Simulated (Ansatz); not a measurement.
Space group Pa-3 (No. 205). a = 4.841 Å, b = 4.841 Å, c = 4.841 Å, α = 90.00°, β = 90.00°, γ = 90.00°
```
atom site symmetry x y z
  Mg    4a      .-3.  0.0000  0.5000  0.5000
   O    8c       .3.  0.4116  0.0884  0.9116
```

Equation of state of this MgO2 structure (not necessarily the ground state), with shape and atoms relaxed at each volume where symmetry leaves them free. These are results of DFT PBEsol, scalar-relativistic, plane waves, PAW (Ansatz), not measurements.

Plane waves to 420 eV, a k mesh through Γ of 6×6×6 on the computed 12-atom cell and Gaussian smearing (0.02 eV); no spin polarisation.

```csv
V (Å³/atom),E − E(largest V) (meV/atom),P (GPa),gap on mesh (eV)
8.886,3.08,9.59,4.19
9.170,-9.15,4.41,4.08
9.453,-13.03,0.00,3.97
9.737,-9.57,-3.75,3.88
10.020,0.00,-6.95,3.78
```

Task: Fit a third-order Birch–Murnaghan equation to E(V).

Result: V0 = 9.45 Å³/atom, B0 = 136 GPa, B0' = 4.1.

The gaps are read on the mesh, which can miss the band edges, so they can be too wide.